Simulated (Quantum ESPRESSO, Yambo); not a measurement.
**Levels of theory for the gap of K₂NaScF₆**

K2NaScF6 (space group Fm-3m, No. 225): one geometry, one set of LDA (pw.x of Quantum ESPRESSO, ONCV potentials, no spin-orbit coupling) orbitals, self-energies from Yambo (2×2×2 Γ-centred k mesh, bands 3 to 304 and a 8 Ry block in the screening, 304 bands in G with the Bruneval-Gonze terminator, plasmon pole fitted at 27.2 eV).

The geometry is that of Materials Project entry mp-6058, symmetrised and not relaxed again.

```tsv
level	gap Γ → Γ (eV)	rough Yambo cost
LDA (Quantum ESPRESSO)	6.41	–
exchange only (Hartree-Fock self-energy on LDA orbitals)	19.00	about 1/20 (6 states)
static COHSEX@LDA	11.88	within a factor of two (2 states)
G0W0@LDA, plasmon pole	10.45	1 (6 states)
G0W0@LDA, multipole fit to 8 frequencies, no terminator	10.23	within a factor of two (2 states)
G0W0@LDA, plasmon pole, no terminator	10.33	about 1/7 (2 states, screening reused)
```

Bare exchange has no screening and gives the widest gap; static COHSEX screens it but leaves out the frequency dependence, which G0W0 restores.

Costs are rough ratios of core time on shared machines.

Nearest settings tried, and what they do to the gap: 197 bands in W, 197 bands in G: +40 meV; 7 Ry block (339 vectors against 459): -11 meV. Not varied: mesh. So the settings aren't converged at that level. The k mesh is coarse.
